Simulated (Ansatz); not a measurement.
Given:

Ir:
```
Ir
1.0
    2.70664     0.00000     0.00000
   -1.35332     2.34402     0.00000
    0.00000     0.00000     4.38157
Ir
2
Cartesian
  1.35332   0.78134   3.28618
  0.00000   1.56268   1.09539
```

This is the LDA-relaxed structure. Cartesian axes are those of the cell as given.

**Question.** All from DFT-LDA in the program Ansatz with PAW potentials, unless another level is named. Estimate the Poisson's ratio.

**Answer.** 0.32.

**Question.** What about the elastic constants (relaxed ions, GPa)?

**Answer.** C11 = 684, C12 = 234, C13 = 274, C33 = 684, C44 = 108.

**Question.** Predict the highest zone-centre frequency.

**Answer.** 209 cm⁻¹.

Space group P6_3/mmc (hcp (Mg type)). The workflow started from a Materials Project entry (that database holds measured and hypothetical structures alike); the Crystallography Open Database copy checked does not list it. It is not the phase usual at ambient conditions (space group No. 225). Symmetry was held in the LDA relaxation; of distortions, only those at the zone centre were tested. No spin polarisation was allowed. As this level gives no gap, shear constants depend on the k-mesh and smearing (Fermi–Dirac, 0.1 eV here). As this level gives no gap, phonon frequencies hold no LO–TO term and depend on the k-mesh and smearing (Fermi–Dirac, 0.1 eV here). On the denser mesh and wider smearing of the elastic run this cell carries a stress of 0.9 GPa. Spin–orbit coupling is left out wherever it is not named.

Potentials: the later of the program's two PAW sets.
